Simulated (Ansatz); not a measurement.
SnS (GeS type, space group Pnma)

```
SnS
1.0
   10.91161     0.00000     0.00000
    0.00000     3.95337     0.00000
    0.00000     0.00000     4.11206
Sn S
4 4
Direct
  0.61722   0.75000   0.59282
  0.88278   0.25000   0.09282
  0.38278   0.25000   0.40718
  0.11722   0.75000   0.90718
  0.35513   0.75000   0.97618
  0.14487   0.25000   0.47618
  0.64487   0.25000   0.02382
  0.85513   0.75000   0.52382
```

The slice is a (100) plane (indices of the conventional cell) through the point (0.117, 0.750, 0.907) (fractional), spanned by u = [010] and v = [001] in vectors of this cell: u (3.95 Å) and v (4.11 Å, at 90° to u). It covers one period; positions are fractions (u, v).

Method: PBEsol-D3(BJ) (plane waves to 420 eV, PAW, scalar-relativistic; Ansatz, an electronic-structure program). k mesh 3×8×8. Inside the PAW spheres the values are not all-electron values, and peaks at nuclei hang on which shells count as valence. SnS was relaxed with its symmetry unable to fall.

Three fields on this plane, each scaled to ten steps between its own extremes (0 low, 9 high; the total valence density on a logarithmic scale, the potential cut 8 eV below its top; x marks points blanked near nuclei; v = 0 in the bottom row):

Map A
```
|xxxxxxx42100000000124xxxxxx|
|xxxxxxx32100000000123xxxxxx|
|xxxxxxx21111111111112xxxxxx|
|xxxxxx2111122332211112xxxxx|
|xxxxx211123455554321112xxxx|
|xxxx21112356xxxx65321112xxx|
|2221111235xxxxxxxx532111122|
|111111235xxxxxxxxxx53211111|
|00001124xxxxxxxxxxxx4211000|
|00001235xxxxxxxxxxxx5321000|
|00001246xxxxxxxxxxxx6421000|
|0000124xxxxxxxxxxxxxx421000|
|00001247xxxxxxxxxxxx7421000|
|00001247xxxxxxxxxxxx7421000|
|00001236xxxxxxxxxxxx6321000|
|111112357xxxxxxxxxx75321111|
|1111122358xxxxxxxx853221111|
|32222223457xxxxxx7543222222|
|444332223346777764332223344|
|776543322233444433222334567|
|999865432222222222223456899|
|xxxx86532111111111123568xxx|
|xxxxx864211000000112468xxxx|
|xxxxxx7532100000012357xxxxx|
|xxxxxxx53210000001235xxxxxx|
|xxxxxxx53210000001235xxxxxx|
|xxxxxxx53210000001235xxxxxx|
|xxxxxxx53100000000135xxxxxx|
```

Map B
```
|xxxxxxx96543222234569xxxxxx|
|xxxxxxx86544333344568xxxxxx|
|xxxxxxx86655555555668xxxxxx|
|xxxxxx9776666666666779xxxxx|
|xxxxx987778888888877789xxxx|
|xxxx88778899xxxx99887788xxx|
|8887777899xxxxxxxx998777788|
|666666789xxxxxxxxxx98766666|
|44455679xxxxxxxxxxxx9765544|
|23345689xxxxxxxxxxxx9865433|
|11234689xxxxxxxxxxxx9864321|
|0112467xxxxxxxxxxxxxx764211|
|00124579xxxxxxxxxxxx9754210|
|00023579xxxxxxxxxxxx9753200|
|00013468xxxxxxxxxxxx8643100|
|001234679xxxxxxxxxx97643210|
|1122345689xxxxxxxx986543221|
|33333445689xxxxxx9865443333|
|444444455678888887655444444|
|666555444556666665544455566|
|998766544444444444444566789|
|xxxx87654333333333345678xxx|
|xxxxx975432221122234579xxxx|
|xxxxxx8653211001123568xxxxx|
|xxxxxxx75321000012357xxxxxx|
|xxxxxxx86421000012468xxxxxx|
|xxxxxxx86431100113468xxxxxx|
|xxxxxxx96432111123469xxxxxx|
```

Map C
```
|xxxxxxx32221111112223xxxxxx|
|xxxxxxx22222222222222xxxxxx|
|xxxxxxx22334455443322xxxxxx|
|xxxxxx2234566776654322xxxxx|
|xxxxx223567888888765322xxxx|
|xxxx22356899xxxx99865322xxx|
|2222235689xxxxxxxx986532222|
|222234689xxxxxxxxxx98643222|
|11223579xxxxxxxxxxxx9753221|
|11124689xxxxxxxxxxxx9864211|
|00124689xxxxxxxxxxxx9864210|
|0012478xxxxxxxxxxxxxx874210|
|00024689xxxxxxxxxxxx9864200|
|00013689xxxxxxxxxxxx9863100|
|00012579xxxxxxxxxxxx9752100|
|000123689xxxxxxxxxx98632100|
|1111124689xxxxxxxx986421111|
|22211235789xxxxxx9875321122|
|333222234689999998643222233|
|433332223457788775432223333|
|444333222234555543222233344|
|xxxx33322112222221122333xxx|
|xxxxx333211111111112333xxxx|
|xxxxxx3322100000012233xxxxx|
|xxxxxxx33210000001233xxxxxx|
|xxxxxxx33210000001233xxxxxx|
|xxxxxxx33210000001233xxxxxx|
|xxxxxxx32211000011223xxxxxx|
```

Assign the maps to these fields: density of the highest valence band (whole band, smooth part); electron localisation function (ELF); valence electron density.

A is the density of the highest valence band (whole band, smooth part); B is the valence electron density; C is the electron localisation function (ELF).
